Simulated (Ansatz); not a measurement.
Pd (hcp (Mg type), P6_3/mmc) at seven volumes, DFT-LDA in the program Ansatz with PAW potentials, shape and atoms relaxed at each. One row is withheld.

```json
[
 {"V (Å³/atom)": "12.931", "P (GPa)": "27.22"},
 {"V (Å³/atom)": "13.357", "P (GPa)": "?"},
 {"V (Å³/atom)": "13.783", "P (GPa)": "7.42"},
 {"V (Å³/atom)": "14.210", "P (GPa)": "0.00"},
 {"V (Å³/atom)": "14.636", "P (GPa)": "-6.13"},
 {"V (Å³/atom)": "15.062", "P (GPa)": "-11.18"},
 {"V (Å³/atom)": "15.489", "P (GPa)": "-15.32"}
]
```

Q: Fit the shown pressures and predict the withheld one.

A: P = (3/2)B₀(x^(7/2) − x^(5/2))[1 + (3/4)(B′ − 4)(x − 1)] with x = (V₀/V)^(2/3). Least squares on the six rows gives V₀ = 14.210 Å³/atom, B₀ = 224 GPa, B′ = 5.37. At V = 13.357, x = 1.0421 and P = 16.38 GPa. The run itself gave 16.38 GPa.

The first step of the workflow began from a Materials Project structure, measured or hypothetical; the Crystallography Open Database copy checked does not list it. It is not the phase usual at ambient conditions (space group No. 225). The cell was relaxed with LDA under the symmetry of its start; its stability against distortions is not shown here. The workflow began spin-polarised and lost its moments.

Potentials: the later of the program's two PAW sets.
